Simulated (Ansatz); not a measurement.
CuSe in space group Cmcm (No. 63; Cu on 8f, Cu on 4c, Se on 4c, Se on 8f), DFT-r²SCAN in the program Ansatz with PAW potentials, all energies at zero smearing, with the estimated change up to a 700 eV cutoff added, with one set of potentials and settings (totals compare only within such a set). Cell of 12 atoms (6 Cu, 6 Se): -72658.408 eV.

| element | reference phase | E (eV/atom) |
|---|---|---|
| Cu | Fm-3m, 1 atoms in the cell | -6631.2396 |
| Se | P3_121, 3 atoms in the cell | -5478.1269 |

Formation energy per atom, worked out: (-72658.408 − 6×(-6631.2396) − 6×(-5478.1269))/12 = -0.184 eV/atom (-18 kJ per mol of atoms), at 0 K, without zero-point energy or fitted corrections.

The workflow started from a Materials Project entry (that database holds measured and hypothetical structures alike); the Crystallography Open Database copy checked does not list it. COD files the formula under space group No. 194, so this cell is another polymorph or a model. Its standing as an ambient phase is unchecked. Symmetry was held in the r²SCAN relaxation; whether a distortion lowers the energy is not shown. The run is not spin-polarised. The references are the lowest solids computed at this level, not always the standard phases.

Potentials: the later of the program's two PAW sets.
